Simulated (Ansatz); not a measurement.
C:
```
C
1.0
   -2.43779     3.90574     1.60766
    2.43779    -3.90574     1.60766
    2.43779     3.90574    -1.60766
C
8
Cartesian
  1.21889   5.16772  -0.80383
  1.21889   2.64377   0.80383
 -1.21889   2.64377   0.80383
  1.21889   1.26198   0.80383
  2.43779   0.57160   1.20778
  2.43779   3.33414   1.20778
  0.00000   3.33414   0.39988
  0.00000   0.57160   0.39988
```

Relaxed with PBEsol. Special points in fractions of this cell's reciprocal vectors: Γ (0.000, 0.000, 0.000); X (0.500, -0.500, 0.500); F0 (0.347, -0.347, 0.653); Σ0 (-0.347, 0.347, 0.347); Λ0 (0.292, 0.292, -0.292); G0 (0.708, -0.292, 0.292); R (0.000, 0.500, 0.000); W (0.250, 0.250, 0.250); S (0.500, 0.000, 0.000); T (0.000, 0.000, 0.500).

Task: List the band energies nearest the Fermi level at these points for PBEsol in the plane-wave PAW code Ansatz.

Result: In eV from the Fermi level; about four levels below and three above (degenerate sets whole), none deeper than 8.9 eV; points with the same levels are listed once.

```
k                     below                above
--  -----------------------  -------------------
Γ   -2.53 -2.38 -1.38 -1.00       0.60 1.85 4.89
X   -4.67 -2.28 -2.11 -0.65       1.66 3.87 4.09
F0  -3.89 -2.53 -2.04 -0.72       0.74 3.69 4.02
Λ0  -4.75 -4.39 -1.98 -1.12       1.39 2.71 3.77
R   -5.20 -4.62 -3.70 -0.41       0.51 4.12 4.48
W   -4.83 -4.83 -2.35 -2.35  2.22 2.22 5.45 5.45
S   -4.64 -3.68 -2.12 -1.47       1.03 2.91 4.87
T   -2.99 -2.99 -1.56 -1.56  1.53 1.53 5.19 5.19
```

Space group Imma. The start of the workflow was typed in or built on a structure type; neither database checked (COD, Materials Project) lists it. It is not the phase usual at ambient conditions (space group No. 194, 227). Symmetry was held in the PBEsol relaxation; whether a distortion lowers the energy is not shown. The Fermi level of a semimetal is unsure by some 0.05 eV on such meshes.

Potentials: the earlier of the program's two PAW sets. The files were generated under PBE; for other functionals the program regenerates the frozen cores, and for LDA and PBEsol the local potential too.
